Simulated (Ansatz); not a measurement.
BiBrO:
```xyz
6
Lattice="3.9192 0.0000 0.0000 0.0000 3.9192 0.0000 0.0000 0.0000 8.2757" Properties=species:S:1:pos:R:3 pbc="T T T"
Bi     0.0000     1.9596     7.0298
Bi     1.9596     0.0000     1.2459
Br     1.9596     0.0000     5.4681
Br     0.0000     1.9596     2.8076
O      0.0000     0.0000     0.0000
O      1.9596     1.9596     0.0000
```

Plane-wave PAW r²SCAN+D4 (Ansatz code) gives a gap of 2.58 eV without spin–orbit coupling, maximum on the Z–R line, 79 % of the way from Z, minimum at Z.

Problem. What happens when spin–orbit coupling is switched on?

Solution. The gap decreases by 0.35 eV, to 2.23 eV; maximum on the Z–R line, 79 % of the way from Z, minimum at Z.

Problem. Give the electron effective mass with spin–orbit coupling.

Solution. 0.32, 0.32, 19 mₑ (principal values).

Problem. Give the hole effective mass with spin–orbit coupling.

Solution. 0.75, 0.75, 3.2 mₑ (principal values).

Space group P4/nmm. The first step of the workflow began from a Materials Project structure, measured or hypothetical; the Crystallography Open Database files this formula in space group No. 129, but the cells were not matched. Whether it is the stable phase at ambient conditions was not checked. Symmetry was held in the r²SCAN+D4 relaxation; its stability against distortions is not shown here.

Potentials: the later of the program's two PAW sets.
